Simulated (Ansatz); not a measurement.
MgSnO4: computed properties

The calculation used DFT PBE, scalar-relativistic, plane waves, PAW (Ansatz).

Settings: cutoff 420 eV, Γ-centred mesh 12×12×4 on the computed 6-atom cell, Gaussian smearing of 0.10 eV; no spin polarisation.

The structure is relaxed at this level of theory with its symmetry kept, and needn't be the ground state of this composition.

```cif
data_structure
_symmetry_space_group_name_H-M 'P6/mmm'
_symmetry_Int_Tables_number 191
_cell_length_a 3.8025
_cell_length_b 3.8025
_cell_length_c 10.2999
_cell_angle_alpha 90.000
_cell_angle_beta 90.000
_cell_angle_gamma 120.000
_cell_volume 128.97
loop_
_atom_site_label
_atom_site_type_symbol
_atom_site_symmetry_multiplicity
_atom_site_Wyckoff_symbol
_atom_site_fract_x
_atom_site_fract_y
_atom_site_fract_z
_atom_site_occupancy
Mg1 Mg 1 a 0.00000 0.00000 0.00000 1
Sn1 Sn 1 b 0.00000 0.00000 0.50000 1
O1 O 2 d 0.33333 0.66667 0.50000 1
O2 O 2 c 0.33333 0.66667 0.00000 1
```

(1) Formation energy from the elements' standard states (uncorrected)?

(2) Kohn–Sham band gap?

(3) Density of states at the Fermi level?

(4) Orbital (Löwdin) character within 0.5 eV of the Fermi level?

(5) Bader charge by site (e)?

The cell holds layers, chains or molecules and no dispersion correction was added, so their binding is poorly described.

Answers

(1) -0.399 eV/atom.

(2) none (metal).

(3) 4.6 states/eV per cell.

(4) O 2p 95 %.

(5) Mg (1 in the cell) 1.73, Sn (1 in the cell) 2.06, O (2 in the cell) -1.00, O (2 in the cell) -0.90.

Another cell of MgSnO4 relaxed alike, in Cmmm, lies 0.85 eV/atom lower, so this cell isn't the stable form at this level.

The cell was found from a structure generator's guess, not taken from experiment. Löwdin shares on free-atom orbitals overweight diffuse shells.
